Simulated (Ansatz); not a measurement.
TaS$_{2}$:
```
CELL_PARAMETERS angstrom
      3.27076     0.00000     0.00000
     -1.63538     2.83256     0.00000
      0.00000     0.00000    12.95692
ATOMIC_POSITIONS crystal
  Ta 0.66667 0.33333 0.25000
  Ta 0.33333 0.66667 0.75000
  S  0.00000 0.00000 0.36971
  S  0.00000 0.00000 0.63029
  S  0.00000 0.00000 0.86971
  S  0.00000 0.00000 0.13029
```

Relaxed with LDA. Special points in fractions of this cell's reciprocal vectors: Γ (0.000, 0.000, 0.000); M (0.500, 0.000, 0.000); K (0.333, 0.333, 0.000); A (0.000, 0.000, 0.500); L (0.500, 0.000, 0.500); H (0.333, 0.333, 0.500).

Question: List the band energies nearest the Fermi level at these points for LDA in the plane-wave PAW code Ansatz.

Answer: In eV from the Fermi level; about four levels below and three above (degenerate sets whole), none deeper than 8.9 eV; points with the same levels are listed once.

| k | below | above |
|---|---|---|
| Γ | -1.24 -1.24 -1.20 -1.20 -0.61 | 0.46 1.61 3.38 3.38 |
| M | -1.07 -1.03 -0.45 -0.10 | 3.84 3.87 4.05 |
| K | -2.77 -2.77 -2.37 -1.22 | 0.71 0.71 2.52 2.52 |
| A | -1.22 -1.22 -1.22 -1.22 | 1.22 1.22 3.39 3.39 3.39 3.39 |
| L | -1.12 -1.12 -0.21 -0.21 | 3.86 3.86 4.10 4.10 |
| H | -2.76 -2.76 -1.69 -1.69 | 0.71 0.71 2.51 2.51 |

Space group P6_3/mmc. The first step of the workflow began from a Materials Project structure, measured or hypothetical; the Crystallography Open Database files this formula in space group No. 194, but the cells were not matched. It is not the phase usual at ambient conditions (space group No. 164). The cell was relaxed with LDA under the symmetry of its start; whether a distortion lowers the energy is not shown. No spin polarisation was allowed. A crystal of weakly bound layers computed without a dispersion correction: the cell and the soft elastic constants depend strongly on that. Spin–orbit coupling is left out wherever it is not named.

Potentials: the later of the program's two PAW sets.
